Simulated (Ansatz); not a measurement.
Values for one crystal, relaxed and computed with r²SCAN in the plane-wave PAW code Ansatz; other levels are named.

```yaml
volume_per_atom: 34.20 Å³
band_gap: 2.80 eV (indirect)
valence_band_maximum: at Y (k = 0.500, 0.500, 0.000)
conduction_band_minimum: at Γ
Bulk modulus (Birch–Murnaghan fit): 19.3 GPa
Pressure derivative B′: 4.3
electron_effective_mass: 0.31, 0.34, 0.40 mₑ (principal values)
```

Problem. Which compound is it?
(A) Rb2VAgS4, Fddd (Rb on 16g, V on 8a, Ag on 8b, S on 32h)
(B) NaLaS2, I4_1/amd (Na on 4a, La on 4b, S on 8e)
(C) Rb3InS3, C2/m (Pearson symbol mS28)
(D) LaHO2, P2_1/m (La on 2e, H on 2e, O on 2e, O on 2e)

Solution. C, Rb3InS3, C2/m (Pearson symbol mS28)

The workflow started from a Materials Project entry (that database holds measured and hypothetical structures alike); the Crystallography Open Database copy checked does not list it. Its standing as an ambient phase is unchecked. The r²SCAN relaxation kept the symmetry of its start; its stability against distortions is not shown here. Scalar-relativistic: spin–orbit coupling is off unless named, which matters more the heavier the elements.

Potentials: the later of the program's two PAW sets.
